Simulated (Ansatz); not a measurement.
## Hf (fcc): energy against volume

Computed with Ansatz, DFT, LDA (PW92), plane waves (420 eV) with PAW, scalar-relativistic. The PAW files were generated under PBE, with cores re-solved for the functional.

The cell is scaled uniformly from the relaxed one, with fractional coordinates and shape fixed. Energies are extrapolated to zero smearing, pressures are those at the given smearing. Magnetic state: spin not included.

A Birch-Murnaghan fit gives V₀ = 20.73 Å³/atom, B₀ = 116 GPa, B₀′ = 3.6.

**Question.** What are the energy above the minimum and the pressure at 19.071 Å³/atom?

**Answer.** 54.4 meV/atom and 11.42 GPa as computed.

**Question.** What are the energy above the minimum and the pressure at 21.558 Å³/atom?

**Answer.** 11.3 meV/atom and -4.01 GPa as computed.

**Question.** What are the energy above the minimum and the pressure at 22.387 Å³/atom?

**Answer.** 42.6 meV/atom and -7.57 GPa as computed.
